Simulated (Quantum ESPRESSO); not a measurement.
## Kohn-Sham bands of Ba(ZnSi)$_{2}$ (I4/mmm)

```
Ba(ZnSi)2
1.0
    4.50568     0.00000     0.00000
    0.00000     4.50568     0.00000
   -2.25284    -2.25284     5.06712
Ba Zn Si
1 2 2
Direct
  0.00000   0.00000   0.00000
  0.25000   0.75000   0.50000
  0.75000   0.25000   0.50000
  0.62051   0.62051   0.24102
  0.37949   0.37949   0.75898
```

Materials Project entry mp-1070267; symmetrised, unrelaxed at this level. Not found in the COD (Crystallography Open Database) copy used; not checked further. Computed values, not measurements, from PBEsol: Quantum ESPRESSO (norm-conserving PseudoDojo potentials, cutoff 68 Ry, no spin polarisation, no spin-orbit coupling) on a Γ-centred 4×4×4 mesh, then Wannier90. Density: 8×8×8 mesh, cold smearing 0.01 Ry. Spin-orbit coupling is left out although heavy elements are present.

Task: List the Kohn-Sham levels between −8 and 3.0 eV relative to the Fermi level at the high-symmetry points, as a band run of pw.x on that density gives them (levels within 2 meV counted together).

Result: 
| point | k (reciprocal lattice) | levels (eV) |
|---|---|---|
| Γ | 0.000 0.000 0.000 | -7.52, -7.51, -7.41 (×2), -7.24 (×2), -7.17, -7.16, -6.98, -5.03, -4.96, -2.45 (×2), -0.93, -0.44, -0.36 (×2), 2.23, 2.93 |
| X | 0.500 0.500 -0.500 | -7.87, -7.54, -7.51, -7.35, -7.34, -7.20, -7.20, -7.19, -7.14, -7.09, -5.94, -5.07, -4.67, -3.51, -1.77, -1.70, 1.68, 2.24 |
| P | 0.500 0.500 -0.250 | -7.87, -7.52 (×2), -7.35 (×2), -7.20 (×2), -7.17 (×2), -6.99, -6.21, -4.89 (×2), -3.10, -1.74 (×2), 0.57 |
| N | 0.500 0.000 0.000 | -7.39, -7.36, -7.33, -7.30, -7.29, -7.26 (×2), -7.26, -7.03, -7.03, -4.59, -3.84, -2.08, -0.69, -0.32, 0.42, 0.78, 1.67, 1.69 |
| M | 0.000 0.000 0.500 | -7.52, -7.47 (×2), -7.35, -7.24 (×2), -7.19, -7.18, -7.17, -6.98, -2.33 (×2), -2.01, -0.71, 0.56, 1.12 (×2), 1.38, 3.00 |
| S | 0.401 0.000 0.299 | -7.41, -7.36, -7.35, -7.33, -7.32, -7.27, -7.23, -7.20, -6.97, -6.94, -5.32, -2.17, -1.88, -1.84, 0.11, 0.54, 1.19, 2.07, 2.40, 2.64, 2.85 |
| S_0 | 0.599 0.000 -0.299 | -7.41, -7.36, -7.35, -7.33, -7.32, -7.27, -7.23, -7.20, -6.97, -6.94, -5.32, -2.17, -1.88, -1.84, 0.11, 0.54, 1.19, 2.07, 2.40, 2.64, 2.85 |
| R | 0.599 0.401 -0.500 | -8.00, -7.52, -7.46, -7.38, -7.33, -7.22, -7.21, -7.20, -7.14, -7.02, -6.47, -4.60, -4.18, -3.49, -2.00, -1.54, 1.56, 2.19 |
| G | 0.401 0.401 0.099 | -8.00, -7.52, -7.46, -7.38, -7.33, -7.22, -7.21, -7.20, -7.14, -7.02, -6.47, -4.60, -4.18, -3.49, -2.00, -1.54, 1.56, 2.19 |
